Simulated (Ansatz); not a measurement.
VSb₂:
```yaml
crystal:
  lattice:
    - [-3.25671, 3.25671, 2.75641]
    - [3.25671, -3.25671, 2.75641]
    - [3.25671, 3.25671, -2.75641]
  atoms:
    - { symbol: Sb, position: [0.65715, 0.15715, 0.81429] }
    - { symbol: Sb, position: [0.15715, 0.34285, 0.50000] }
    - { symbol: Sb, position: [0.34285, 0.84285, 0.18571] }
    - { symbol: Sb, position: [0.84285, 0.65715, 0.50000] }
    - { symbol: V, position: [0.25000, 0.25000, 0.00000] }
    - { symbol: V, position: [0.75000, 0.75000, 0.00000] }
```

Relaxed with PBEsol. Special points in fractions of this cell's reciprocal vectors: Γ (0.000, 0.000, 0.000); X (0.000, 0.000, 0.500); M (-0.500, 0.500, 0.500); Z (0.429, 0.429, -0.429); Z0 (-0.429, 0.571, 0.429); P (0.250, 0.250, 0.250); N (0.000, 0.500, 0.000).

### Question
List the band energies nearest the Fermi level at these points for plane-wave PAW PBEsol (Ansatz code).

### Answer
In eV from the Fermi level; about four levels below and three above (degenerate sets whole), none deeper than 8.9 eV; points with the same levels are listed once.

| k | below | above |
|---|---|---|
| Γ | -2.88 -2.15 -1.57 -0.28 | 0.07 0.81 0.81 |
| X | -2.04 -1.45 -1.06 -0.02 | 0.21 0.61 1.03 |
| M | -1.33 -1.16 -0.55 -0.02 | 0.14 0.37 0.37 |
| Z | -1.24 -1.15 -0.85 -0.10 | 0.13 0.13 0.18 |
| P | -1.24 -1.24 -0.63 -0.63 | 1.18 1.18 1.69 1.69 |
| N | -0.85 -0.85 -0.02 -0.02 | 0.41 0.41 1.25 1.25 |

Space group I4/mcm. The workflow started from an entry of the Crystallography Open Database (COD, 293 K). Its standing as an ambient phase is unchecked. The cell was relaxed with PBEsol under the symmetry of its start; its stability against distortions is not shown here. The workflow began spin-polarised and lost its moments. Scalar-relativistic: spin–orbit coupling is off unless named, which matters more the heavier the elements.

Potentials: the later of the program's two PAW sets.
